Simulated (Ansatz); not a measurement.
BN (space group P6_3/mmc)

```xyz
4
Lattice="2.4880 0.0000 0.0000 -1.2440 2.1546 0.0000 0.0000 0.0000 6.5318" Properties=species:S:1:pos:R:3 pbc="T T T"
B      0.0000     0.0000     4.8988
B      0.0000     0.0000     1.6329
N      1.2440     0.7182     1.6329
N      0.0000     1.4364     4.8988
```

The slice is a (-1 1 0 2) plane (indices of the conventional cell) through the point (0.333, 0.667, 0.750) (fractional), spanned by u = [110] and v = [1 -1 1] in vectors of this cell: u (2.49 Å) and v (7.83 Å, at 90° to u). It covers one period; positions are fractions (u, v).

The numbers are results of LDA (plane waves to 420 eV, PAW, scalar-relativistic; Ansatz, a first-principles code), not measurements. k mesh 15×15×5. Inside the PAW spheres the values are not all-electron values, and peaks at nuclei hang on which shells count as valence. BN was relaxed with its symmetry unable to fall.

Question: Predict the map of the electron localisation function (ELF) on the slice.

Answer: 
```
v \ u  0.00  0.11  0.22  0.33  0.44  0.56  0.67  0.78  0.89
-----  ----  ----  ----  ----  ----  ----  ----  ----  ----
0.86   0.64  0.56  0.32  0.10  0.03  0.03  0.10  0.32  0.56
0.71   0.05  0.06  0.07  0.08  0.09  0.09  0.08  0.07  0.06
0.57   0.62  0.53  0.33  0.18  0.12  0.12  0.18  0.33  0.53
0.43   0.83  0.80  0.68  0.37  0.11  0.11  0.37  0.68  0.80
0.29   0.17  0.15  0.10  0.06  0.04  0.04  0.06  0.10  0.15
0.14   0.51  0.51  0.48  0.38  0.28  0.28  0.38  0.48  0.51
0.00      x     x  0.81  0.79  0.41  0.41  0.79  0.81     x
```

Values: electron localisation function (ELF). Points within 0.3 Å of a nucleus are blanked (x), as the pseudised field means little there.
